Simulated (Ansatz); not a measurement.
RuB₂ (space group Pmmn)

```xyz
6
Lattice="2.8495 0.0000 0.0000 0.0000 4.6257 0.0000 0.0000 0.0000 4.0236" Properties=species:S:1:pos:R:3 pbc="T T T"
B      0.0000     3.7184     1.4589
B      0.0000     0.9073     1.4589
B      1.4247     3.2201     2.5647
B      1.4247     1.4055     2.5647
Ru     0.0000     0.0000     3.4150
Ru     1.4247     2.3128     0.6086
```

The slice is a (001) plane (indices of the conventional cell) through the point (0.500, 0.696, 0.637) (fractional), spanned by u = [100] and v = [010] in vectors of this cell: u (2.85 Å) and v (4.63 Å, at 90° to u). It covers one period; positions are fractions (u, v).

These are PBEsol (plane waves to 420 eV, PAW, scalar-relativistic; Ansatz, a quantum-chemistry and plane-wave program) values and carry that method's errors. k mesh 16×10×12. These are valence fields of a PAW run, semicore shells included where kept as valence: close to a nucleus they are smooth pseudo fields. RuB2 is run without spin polarisation. RuB2 was relaxed with its symmetry unable to fall.

Three fields on this plane, each scaled to ten steps between its own extremes (0 low, 9 high; the total valence density on a logarithmic scale, the potential cut 8 eV below its top; x marks points blanked near nuclei; v = 0 in the bottom row):

Map A
```
|xxxxx432234xxxx|
|xxxx43211234xxx|
|xxx5421001245xx|
|xx864100001468x|
|998641000014689|
|xxx6420000246xx|
|xxxx42100124xxx|
|xxxx44322344xxx|
|xxxxx543345xxxx|
|xxxxx754457xxxx|
|xxxx87555578xxx|
|xxxx76544567xxx|
|xxx7643333467xx|
|555543222234555|
|333332222223333|
|222222333322222|
|222222333322222|
|333222333322233|
|454433222233445|
|xx665432234566x|
|xxx8754334578xx|
|xxxx87544578xxx|
|xxxxx755557xxxx|
|xxxxx654456xxxx|
```

Map B
```
|xxxxx433334xxxx|
|xxxx43211234xxx|
|xxx5421001245xx|
|xx653200002356x|
|776532000023567|
|xxx5421001245xx|
|xxxx43211234xxx|
|xxxx54322345xxx|
|xxxxx543345xxxx|
|xxxxx554455xxxx|
|xxxx66555566xxx|
|xxxx66666666xxx|
|xxx6667777666xx|
|555667777776655|
|445567899876554|
|334567999976543|
|334568999986543|
|444567899876544|
|555567788776555|
|xx666677776666x|
|xxx7666666667xx|
|xxxx66655666xxx|
|xxxxx655556xxxx|
|xxxxx544445xxxx|
```

Map C
```
|xxxxx478874xxxx|
|xxxx05888850xxx|
|xxx0378998730xx|
|xx025899998520x|
|000368999986300|
|xxx1479999741xx|
|xxxx26899862xxx|
|xxxx04788740xxx|
|xxxxx367763xxxx|
|xxxxx256652xxxx|
|xxxx02444420xxx|
|xxxx02222220xxx|
|xxx0110000110xx|
|122210000001222|
|555300000000355|
|775300000000357|
|776300000000367|
|665300000000356|
|333310000001333|
|xx011000000110x|
|xxx0121001210xx|
|xxxx02333320xxx|
|xxxxx255552xxxx|
|xxxxx367763xxxx|
```

Task: Assign the maps to these fields: electron localisation function (ELF); valence electron density; electrostatic potential energy of an electron, from the cell's mean.

Result: A is the electron localisation function (ELF); B is the valence electron density; C is the electrostatic potential energy of an electron, from the cell's mean.
